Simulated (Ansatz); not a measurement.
An Ansatz (an electronic-structure program) input:

Ansatz 0.2 input:
```yaml
crystal:
  lattice:
    - [2.055002903, 1.1864564792, 6.9268104595]
    - [-2.055002903, 1.1864564792, 6.9268104595]
    - [0.0, -2.3729129584, 6.9268104595]
  atoms:
    - { symbol: Cs, position: [0.260760239, 0.260760239, 0.260760239] }
    - { symbol: Cs, position: [0.739239761, 0.739239761, 0.739239761] }
    - { symbol: O, position: [0.0, 0.0, 0.0] }
kpoints:
  mp_grid: { grid: [6, 6, 6] }
  band_path:
    path:
      - [[0.0, 0.0, 0.0], [0.5, 0.5, 0.5], [0.8137743734, 0.1862256266, 0.5]]  # Γ-T-H_2
      - [[0.5, -0.1862256266, 0.1862256266], [0.5, 0.0, 0.0], [0.0, 0.0, 0.0], [0.3431128133, -0.3431128133, 0.0]]  # H_0-L-Γ-S_0
      - [[0.6568871867, 0.0, 0.3431128133], [0.5, 0.0, 0.5], [0.0, 0.0, 0.0]]  # S_2-F-Γ
      - [VBM, CBM]
    npoints: 10
basis: { xc_grid: 2 }
hamiltonian:
  xc: pbesol
  pseudopotentials: { kind: paw }
magnetization: { noncollinear: true, spin_orbit: true }
scf:
  n_extra_bands: 12
  convergence: { dr2_threshold: 0.0000000001 }
  occupations: { method: gaussian, width: 0.01 }
checkpoint: { write: soc.run }
output: { eigenvalues: true }
```

Task: How many symmetry operations and irreducible k-points will the run report?

Result: 12 operations, 32 of 216 k-points.

Task: With a cutoff of 420 eV, how many plane waves at Γ?

Result: 1955.

It took about 80 core-seconds (a rough figure) on shared server cores.

Space group R-3m. Its axis ratio c/a = 5.06 departs by over 6 % from that of the usual cell of this phase: another minimum, or an error of the functional. The cell was relaxed with PBEsol under the symmetry of its start; whether a distortion lowers the energy is not shown.

Potentials: the later of the program's two PAW sets.

Ansatz is a plane-wave DFT program.
